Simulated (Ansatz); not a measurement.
Values for one crystal, relaxed and computed with the program Ansatz at the r²SCAN level (PAW); other levels are named.

| Property | Result |
|---|---|
| Volume per atom | 19.32 Å³ |
| Electronic character | metallic (no gap) |
| Formation energy from the elements (no fitted shifts) | -0.26 eV/atom |
| Density of states at the Fermi level | 0.47 states/eV per atom (mean over ±0.08 eV) |

### Question
Pick the material that matches.
A) LaNbN3, cubic perovskite
B) SnO, P-6m2 (Sn on 1a, O on 1f)
C) NbSnS, P4/nmm (Nb on 2c, Sn on 2a, S on 2c)
D) Ir3S8, R-3 (Ir on 9e, S on 18f, S on 6c)

### Answer
C, NbSnS, P4/nmm (Nb on 2c, Sn on 2a, S on 2c)

The start of the workflow was typed in or built on a structure type; neither database checked (COD, Materials Project) lists it. Whether it is the stable phase at ambient conditions was not checked. The r²SCAN relaxation kept the symmetry of its start; its stability against distortions is not shown here. Magnetic state: ferromagnetic, chosen from 2 collinear starts compared on coarse meshes (ties went to the first, and starts can fall back to one state), not a proven ground state. Other orbital occupations within this spin state were not tried. No Hubbard U is applied. The references are the lowest solids computed at this level, not always the standard phases. Scalar-relativistic: spin–orbit coupling is off unless named, which matters more the heavier the elements.

Potentials: the later of the program's two PAW sets.
